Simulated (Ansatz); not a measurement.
Polymorphs of Bi, each relaxed with LDA in the plane-wave PAW code Ansatz:

A: Cmcm
a = 4.520 Å, b = 4.512 Å, c = 6.389 Å, α = 90.00°, β = 90.00°, γ = 90.00°

```csv
atom,site,symmetry,x,y,z
Bi,4c,m2m,0.0000,0.5123,0.2500
```

B: A7 (α-As type) (R-3m)
a = 4.4930 Å, b = 4.4930 Å, c = 11.4979 Å, α = 90.00°, β = 90.00°, γ = 120.00°

```json
[
 {"atom": "Bi", "site": "6c", "symmetry": "3m", "x": "0.0000", "y": "0.0000", "z": "0.2372"}
]
```

Task: Put the candidates in order of energy per atom at 0 K, lowest first, for LDA.

Result: B (+0 meV/atom), A (+18 meV/atom)

Not the usual ambient phase: A. All cells were relaxed under the symmetry of their starts (and spin orders); stability against distortions was not tested throughout. Spin–orbit coupling is left out wherever it is not named.

Energies hold the estimated change up to a 700 eV cutoff; steps of a few meV lie near the error of the meshes.

Potentials: the later of the program's two PAW sets.
